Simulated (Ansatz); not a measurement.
Zn: do energies and stresses tell the same story?

All numbers below come from DFT r2SCAN, scalar-relativistic, plane waves, PAW in Ansatz 0.2.0.

Plane waves to 500 eV, a k mesh through Γ of 18×18×8 on the computed 2-atom cell and Gaussian smearing (0.10 eV); no spin polarisation.

Relaxed cell: P6_3/mmc, a = 2.595 Å, b = 2.595 Å, c = 4.991 Å, α = 90.00°, β = 90.00°, γ = 120.00°, 2 atoms in the primitive cell.

Energies at zero smearing and pressures from the stress tensor, at volumes with shape and atoms relaxed:
| V (Å³/atom) | E − E(first) (meV/atom) | P (GPa) |
| --- | --- | --- |
| 13.682 | 0.00 | 4.80 |
| 14.119 | -9.04 | 1.97 |
| 14.556 | -11.46 | -0.02 |
| 14.992 | -9.18 | -1.91 |
| 15.429 | -1.54 | -3.50 |

Question: Check P = −dE/dV between neighbouring volumes, and get the bulk modulus from the pressures alone.

Answer: With 1 eV/Å³ = 160.2 GPa:
```json
{"middle V (Å³/atom)": "13.901", "−ΔE/ΔV (GPa)": "3.315", "mean P (GPa)": "3.387"}
{"middle V (Å³/atom)": "14.337", "−ΔE/ΔV (GPa)": "0.888", "mean P (GPa)": "0.978"}
{"middle V (Å³/atom)": "14.774", "−ΔE/ΔV (GPa)": "-0.834", "mean P (GPa)": "-0.964"}
{"middle V (Å³/atom)": "15.211", "−ΔE/ΔV (GPa)": "-2.802", "mean P (GPa)": "-2.705"}
```

The two differ by 0.13 GPa at most. The mean of two end pressures misses the average over a step by about ΔV² P″/12, up to 0.13 GPa here; with that taken off 0.13 GPa remains. The stress is the derivative of the free energy, not of the energy at zero smearing, and with free energies 0.06 GPa remains. Around V = 14.556 Å³/atom, the two neighbours give B = −V ΔP/ΔV = 14.556 × 3.88 / 0.873 = 64.7 GPa, against B0 = 66.2 GPa from the Birch–Murnaghan fit of the energies.

Cost: 6 runs of about 6.8 core-minutes in all, on Arm Neoverse V1 (shared hosts).